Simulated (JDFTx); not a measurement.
V(100) slab cut from bulk V (space group Im-3m, indices of the conventional cell, lattice of the Materials Project entry mp-146, not re-optimised): 8 atoms in 8 planes, a 1x1 cell of 8.89 Å² (|a| = 2.982, |b| = 2.982 Å), 10.4 Å between the outermost planes, cell height 26.4 Å, 8×8×1 k mesh, Fermi smearing 0.01 Ha, no spin polarisation. Neither spin polarisation nor a larger cell was tried.

Method: PBE, GBRV ultrasoft potentials, plane waves to 20/100 Ha, in a modified build of JDFTx. Vacuum. The outer atoms relax from bulk positions, keeping the cell's symmetry; the lattice is not PBE's own optimum in this code, and that strain can shift the moves by a few hundredths of an ångström. Input:

```
lattice \
  5.6359191941 0.0000000000 0.0000000000 \
  0.0000000000 5.6359191941 0.0000000000 \
  0.0000000000 0.0000000000 49.8887696901
coords-type Lattice
ion V 0.5000000000 0.5000000000 -0.1976969700 1
ion V 0.0000000000 0.0000000000 -0.1412121210 0
ion V 0.5000000000 0.5000000000 -0.0847272730 0
ion V 0.0000000000 0.0000000000 -0.0282424240 0
ion V 0.5000000000 0.5000000000 0.0282424240 0
ion V 0.0000000000 0.0000000000 0.0847272730 0
ion V 0.5000000000 0.5000000000 0.1412121210 0
ion V 0.0000000000 0.0000000000 0.1976969700 1
ion-species pseudo/v_pbe_v1.4.upf
elec-cutoff 20 100
elec-ex-corr gga-PBE
coulomb-interaction Slab 001
coulomb-truncation-embed 0 0 0
kpoint-folding 8 8 1
elec-smearing Fermi 0.01
lcao-params 10
elec-n-bands 68
electronic-scf nIterations 100 energyDiffThreshold 1e-07
ionic-minimize nIterations 10 energyDiffThreshold 1e-5 knormThreshold 4e-4
dump-name vac.$VAR
dump End State Ecomponents EigStats BandEigs Forces ElecDensity IonicPositions Fillings Kpoints Dtot
```

### Question
How far do the free atoms of the upper face move along the normal, and how much energy is released?

### Answer
V (atom 8) -0.10 Å (positive: outward). The free energy falls by 0.061 eV per cell, 55 mJ/m².
